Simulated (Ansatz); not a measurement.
In:
```xyz
1
Lattice="-1.7021 1.7021 2.2677 1.7021 -1.7021 2.2677 1.7021 1.7021 -2.2677" Properties=species:S:1:pos:R:3 pbc="T T T"
In     0.0000     0.0000     0.0000
```

Relaxed with r²SCAN. Special points in fractions of this cell's reciprocal vectors: Γ (0.000, 0.000, 0.000); X (0.000, 0.000, 0.500); P (0.250, 0.250, 0.250); N (0.000, 0.500, 0.000); M (0.500, 0.500, -0.500); S (0.391, 0.609, -0.391); S0 (-0.391, 0.391, 0.391); R (-0.282, 0.282, 0.500); G (0.500, 0.500, -0.282).

**Question.** List the band energies nearest the Fermi level at these points for plane-wave PAW r²SCAN (Ansatz code).

**Answer.** In eV from the Fermi level; about four levels below and three above (degenerate sets whole), none deeper than 8.9 eV; … stands for higher levels left out; points with the same levels are listed once.

```tsv
k	below	above
Γ	–	11.02 11.21 11.21
X	-2.66 -2.45	4.32 4.72 …
P	-1.77 -0.23 -0.23	1.27 …
N	-4.50 -3.60	8.24 9.20 …
M	-2.02 -1.33	3.63 3.63 …
S	-1.67 -1.16	0.45 4.45 …
R	-1.35 -0.35 -0.01	1.71 …
```

Space group I4/mmm (body-centred tetragonal). Its axis ratio c/a = 1.33 departs by over 6 % from that of the usual cell of this phase: another minimum, or an error of the functional. The cell was relaxed with r²SCAN under the symmetry of its start; whether a distortion lowers the energy is not shown. Scalar-relativistic: spin–orbit coupling is off unless named, which matters more the heavier the elements.

Potentials: the later of the program's two PAW sets.
